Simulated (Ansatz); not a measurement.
A geometry of Sb away from equilibrium: step 2 of the relaxation of a relaxed Sb cell, doubled along one cell vector, shaken by Gaussian noise of σ = 0.08 Å a coordinate. Calculation: PBEsol (plane waves to 420 eV, PAW, scalar-relativistic; Ansatz, a quantum-chemistry and plane-wave program). Γ-centred k-mesh 9×5×9 on the run's cell (coarser than for final values), Fermi–Dirac smearing 0.05 eV.

```xyz
4
Lattice="3.7399 -2.1578 0.0047 7.4894 4.3323 0.0265 -2.4889 0.0046 3.7461" Properties=species:S:1:pos:R:3 pbc="T T T"
Sb     1.2435    -0.0949     0.9733
Sb     5.0237     2.1656     1.0690
Sb     3.7336    -0.0469     2.6378
Sb     7.5220     2.1077     2.6560
```

### Question
Which atoms carry the largest force, and which way does it point?

### Answer
0.67 eV/Å, on Sb1 (atoms numbered as listed); on Sb1 its components are (0.13, 0.35, 0.55).

### Question
What is the pressure?

### Answer
-1.5 GPa, compression positive.

### Question
How far above the relaxed end point is this geometry?

### Answer
0.02 eV/atom; the path ends in R-3m (No. 166) (AFLOW prototype A_hR2_166_c (A7, as in As)).

No spin polarisation in the result.
